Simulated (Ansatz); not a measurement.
**Property card for AlZnInO₄**

AlZnInO4:
```cif
data_Al3In3O12Zn3
_chemical_formula_sum 'In3 Al3 Zn3 O12'
_space_group_name_H-M_alt 'R3m :H'
_space_group_IT_number 160
_space_group_name_Hall 'R 3 -2"'
_cell_length_a 3.25405
_cell_length_b 3.25405
_cell_length_c 25.59469
_cell_angle_alpha 90.000
_cell_angle_beta 90.000
_cell_angle_gamma 120.000
loop_
_atom_site_label
_atom_site_type_symbol
_atom_site_symmetry_multiplicity
_atom_site_Wyckoff_symbol
_atom_site_fract_x
_atom_site_fract_y
_atom_site_fract_z
_atom_site_occupancy
In1 In 3 a 0.00000 0.00000 0.99557 1
Al1 Al 3 a 0.00000 0.00000 0.21285 1
Zn1 Zn 3 a 0.00000 0.00000 0.78170 1
O1 O 3 a 0.00000 0.00000 0.13939 1
O2 O 3 a 0.00000 0.00000 0.87952 1
O3 O 3 a 0.00000 0.00000 0.28605 1
O4 O 3 a 0.00000 0.00000 0.70492 1
```
(The calculation used a cell of 7 atoms; values per cell refer to that cell.)

Space group R3m (No. 160); conventional cell a = b = 3.2541 Å, c = 25.5947 Å, α = β = 90.00°, γ = 120.00°.

Method: r²SCAN in the plane-wave PAW code Ansatz. Geometry: relaxed at this level of theory. Other levels are named where they apply.

**Cell and energy**

Volume per atom: 11.18 Å³
Density: 5.76 g/cm³
Formation energy from the elements (no fitted shifts): -2.26 eV/atom

**Electronic structure**

* **Band gap**: 2.42 eV (smallest direct gap 2.42 eV)
* **Valence-band maximum**: at T
* **Conduction-band minimum**: at Γ
* **Electron effective mass**: 0.28, 0.28, 0.30 mₑ (principal values)
* **Electron effective mass with spin–orbit coupling**: 0.28, 0.28, 0.30 mₑ (principal values)
* **HSE06 gap on the r²SCAN cell**: 3.64 eV
* **Gap with spin–orbit coupling**: 2.39 eV

**Mechanics**

- Bulk modulus (Birch–Murnaghan fit): 186 GPa
- Pressure derivative B′: 4.3

**Charges**

- Bader charges = In +1.96, Al +2.58, Zn +1.32, O -1.71 to -1.30 e

The cell is a constructed one: a structure type filled with these elements; neither database checked (COD, Materials Project) lists it. Whether it is the stable phase at ambient conditions was not checked. Symmetry was held in the r²SCAN relaxation; its stability against distortions is not shown here. The references are the lowest solids computed at this level, not always the standard phases (solids in place of the gases). Spin–orbit coupling is left out wherever it is not named.

Potentials: the earlier of the program's two PAW sets. The files were generated under PBE; for other functionals the program regenerates the frozen cores, and for LDA and PBEsol the local potential too.
